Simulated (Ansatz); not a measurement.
# SnC2 (I4/mmm) under several functionals

Plane-wave DFT in Ansatz with scalar-relativistic PAW potentials. The same structure was relaxed (cell and atoms, symmetry kept) in separate runs at each level. The structure is a made-up candidate, not known to be the stable one. No spin polarisation.

How do the levels LDA, PBE, PBEsol compare?

| level | cutoff (eV) | k mesh | V (Å³/atom) | a (Å) | c (Å) | gap (eV) |
| --- | --- | --- | --- | --- | --- | --- |
| LDA | 420 | 12×12×12 | 16.743 | 3.942 | 6.466 | 0.27 |
| PBEsol | 420 | 12×12×12 | 17.261 | 3.985 | 6.522 | 0.41 |
| PBE | 420 | 10×10×10 | 18.211 | 4.070 | 6.597 | 0.95 |

The usual order of volumes, LDA < PBEsol < PBE, holds here (16.743, 17.261, 18.211 Å³/atom). As a rule LDA overbinds; PBEsol, built on the gradient expansion of slowly varying densities, lies between LDA and PBE; PBE's stronger gradient term for exchange weakens bonds. Each gap belongs to its own cell, so it mixes the functional's effect with that of the volume; gaps are the least found on the k mesh or on a band path.